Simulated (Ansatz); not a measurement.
AlN (CsCl type, Pm-3m) at seven volumes, the program Ansatz at the PBEsol level (PAW), scaled uniformly. One row is withheld.

```tsv
V (Å³/atom)	P (GPa)
7.938	23.36
8.200	14.33
8.461	6.61
8.723	0.00
8.985	-5.64
9.246	-10.47
9.508	?
```

Fit the shown pressures and predict the withheld one.

Third-order Birch–Murnaghan: P = (3/2)B₀(x^(7/2) − x^(5/2))[1 + (3/4)(B′ − 4)(x − 1)] with x = (V₀/V)^(2/3). Least squares on the six rows gives V₀ = 8.723 Å³/atom, B₀ = 203.2 GPa, B′ = 4.18. At V = 9.508, x = 0.9442 and P = -14.63 GPa. The run itself gave -14.61 GPa.

The cell is a constructed one: a structure type filled with these elements; neither database checked (COD, Materials Project) lists it. It is not the phase usual at ambient conditions (space group No. 186, 216). Symmetry was held in the PBEsol relaxation. At this level the phase is dynamically unstable (imaginary phonons).

Potentials: the later of the program's two PAW sets.
